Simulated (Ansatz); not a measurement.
The start is a generated trial cell of Ti in the fcc structure type. The structure is fully relaxed (lattice and positions, P = 0) with r2SCAN (plane waves to 500 eV, PAW, scalar-relativistic; Ansatz, a program for electronic structure). The first steps use a coarse 13×13×13 k-mesh.

Initial structure:
```yaml
crystal:
  lattice:
    - [0.00000, 2.06663, 2.06663]
    - [2.06663, 0.00000, 2.06663]
    - [2.06663, 2.06663, 0.00000]
  atoms:
    - { symbol: Ti, position: [0.00000, 0.00000, 0.00000] }
```

**Question.** By how much does the energy per atom fall from start to end?

**Answer.** Under 0.01 eV/atom.

**Question.** How does the volume per atom move from start to end?

**Answer.** -1.6 %, from 17.65 to 17.36 Å³/atom.

**Question.** How do the shortest distances between atoms change?

**Answer.** The closest pairs of elements (up to four, under 3.6 Å), start → end: Ti–Ti 2.92 → 2.91 Å.

**Question.** What band gap does the relaxed structure have at this level?

**Answer.** No gap (metallic).

**Question.** Give the final cell and atomic positions.

**Answer.** 
Space group Fm-3m (No. 225); a = b = c = 4.1105 Å, α = β = γ = 90.00°

```csv
atom,site,symmetry,x,y,z
Ti,4a,m-3m,0.0000,0.0000,0.0000
```
(The calculation used a cell of 1 atom; values per cell refer to that cell.)

The space group stays Fm-3m (No. 225) (the run could not lower it); the end is fcc (Cu type), with 1 atom in the primitive cell. Final values are on a 19×19×19 k-mesh of the relaxed cell. No spin polarisation in the result.

The run could not lose the symmetry of its start, so the end can be a saddle point.

The relaxed structure here is a generated cell of Ti: the first start was made by placing the elements on the sites of a structure type, and the end was not matched to a known phase here, so it may be hypothetical. Known forms of Ti include space group No. 194.
